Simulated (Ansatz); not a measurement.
Values for one crystal, relaxed and computed with r²SCAN (plane waves, PAW; program Ansatz); other levels are named.

| Quantity | Result |
|---|---|
| Volume per atom | 15.53 Å³ |
| Electronic character | metallic (no gap) |
| Elastic constants (relaxed ions, GPa) | C11 = 321, C12 = 95.3, C13 = 136, C33 = 310, C44 = 122 |
| Bulk modulus (Birch–Murnaghan fit) | 187 GPa |
| Mechanical stability | stable (all eigenvalues of C positive) |
| Zone-centre stability | no imaginary mode at Γ |
| Debye temperature from the elastic constants | 383 K |

Problem. Pick the material that matches.
A. Ta2InC, P6_3/mmc (Ta on 4f, In on 2d, C on 2a)
B. AlV2C, P6_3/mmc (Al on 2d, V on 4f, C on 2a)
C. Ta2H, C222 (Ta on 4k, H on 2a)
D. ZrC, rock salt

Solution. A, Ta2InC, P6_3/mmc (Ta on 4f, In on 2d, C on 2a)

The first step of the workflow began from a Materials Project structure, measured or hypothetical; the Crystallography Open Database copy checked does not list it. Its standing as an ambient phase is unchecked. Symmetry was held in the r²SCAN relaxation. No spin polarisation was allowed. As this level gives no gap, shear constants depend on the k-mesh and smearing (Fermi–Dirac, 0.1 eV here). Spin–orbit coupling is left out wherever it is not named.

Potentials: the later of the program's two PAW sets.
